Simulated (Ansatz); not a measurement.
Fe:
```
CELL_PARAMETERS angstrom
      1.20793    -2.36254     0.00000
      1.20793     2.36254     0.00000
      0.00000     0.00000     4.26927
ATOMIC_POSITIONS crystal
  Fe 0.13598 0.86402 0.75000
  Fe 0.86402 0.13598 0.25000
```
Starting moments (μB, in the order of the atoms Fe Fe): 2.9 2.9.

Relaxed with r²SCAN. Special points in fractions of this cell's reciprocal vectors: Γ (0.000, 0.000, 0.000); Y (-0.500, 0.500, 0.000); C0 (-0.315, 0.685, 0.000); Σ0 (0.315, 0.315, 0.000); Z (0.000, 0.000, 0.500); A0 (0.315, 0.315, 0.500); E0 (-0.315, 0.685, 0.500); T (-0.500, 0.500, 0.500); S (0.000, 0.500, 0.000); R (0.000, 0.500, 0.500).

Question: List the band energies nearest the Fermi level at these points for r²SCAN (plane waves, PAW; program Ansatz).

Answer: In eV from the Fermi level; about four levels below and three above (degenerate sets whole), none deeper than 8.9 eV; … stands for higher levels left out; points with the same levels are listed once.

| k | below | above |
|---|---|---|
| Γ ↑ | -2.28 -2.05 -1.52 -0.65 | 5.24 18.26 … |
| Y ↑ | -3.04 -1.69 -1.63 -1.46 | 0.83 1.25 9.00 |
| C0 ↑ | -2.74 -2.10 -1.97 -1.25 | 3.98 4.58 5.60 |
| Z ↑ | -2.28 -2.28 -1.91 -1.91 | 13.34 13.34 … |
| A0 ↑ | -2.47 -2.47 -1.48 -1.48 | 5.43 5.43 6.64 6.64 |
| T ↑ | -1.47 -1.47 -0.11 -0.11 | 5.85 5.85 … |
| S ↑ | -2.48 -1.75 -1.33 -1.28 | 0.91 3.81 8.73 |
| R ↑ | -1.96 -1.96 -1.12 -1.12 | 2.02 2.02 6.85 6.85 |
| Γ ↓ | -3.95 -1.12 -0.82 -0.72 | 0.66 0.80 1.49 |
| Y ↓ | -2.26 -2.01 -1.25 -0.77 | 1.53 2.94 3.23 |
| C0 ↓ | -2.40 -2.39 -2.01 -1.91 -0.58 | 0.43 0.89 1.98 |
| Z ↓ | -1.08 -1.08 -0.29 -0.29 | 1.29 1.29 1.82 1.82 |
| A0 ↓ | -1.45 -1.45 -1.03 -1.03 | 1.42 1.42 2.48 2.48 |
| T ↓ | -1.82 -1.82 -0.57 -0.57 | 2.38 2.38 2.82 2.82 |
| S ↓ | -3.48 -2.63 -2.48 -1.42 | 0.28 0.60 0.74 |
| R ↓ | -3.17 -3.17 -1.55 -1.55 | 0.60 0.60 1.59 1.59 |

Space group Cmcm. The start of the workflow was typed in or built on a structure type; neither database checked (COD, Materials Project) lists it. It is not the phase usual at ambient conditions (space group No. 229). The r²SCAN relaxation kept the symmetry of its start; its stability against distortions is not shown here. Spin order of the final state: ferromagnetic, chosen from 5 collinear starts compared on coarse meshes (ties went to the first, and starts can fall back to one state), not a proven ground state. Other orbital occupations within this spin state were not tried. For itinerant 3d metals, meta-GGAs of the SCAN family and hybrids are commonly reported to give too large moments.

Potentials: the later of the program's two PAW sets.
